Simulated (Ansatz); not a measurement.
PbO$_{2}$ (rutile, P4_2/mnm) at seven volumes, LDA (plane waves, PAW; program Ansatz), shape and atoms relaxed at each. One row is withheld.

| V (Å³/atom) | P (GPa) |
|---|---|
| 12.525 | ? |
| 12.938 | 10.32 |
| 13.351 | 4.77 |
| 13.764 | 0.10 |
| 14.177 | -3.76 |
| 14.590 | -6.83 |
| 15.003 | -9.26 |

Q: Fit the shown pressures and predict the withheld one.

A: P = (3/2)B₀(x^(7/2) − x^(5/2))[1 + (3/4)(B′ − 4)(x − 1)] with x = (V₀/V)^(2/3). Least squares on the six rows gives V₀ = 13.772 Å³/atom, B₀ = 139 GPa, B′ = 5.71. At V = 12.525, x = 1.0653 and P = 17.29 GPa. The run itself gave 17.11 GPa.

The cell keeps a stress of up to 0.2 GPa. The LDA relaxation kept the symmetry of its start; of distortions, only those at the zone centre were tested, and some modes there are weakly imaginary. Spin–orbit coupling is left out wherever it is not named.

Potentials: the later of the program's two PAW sets.
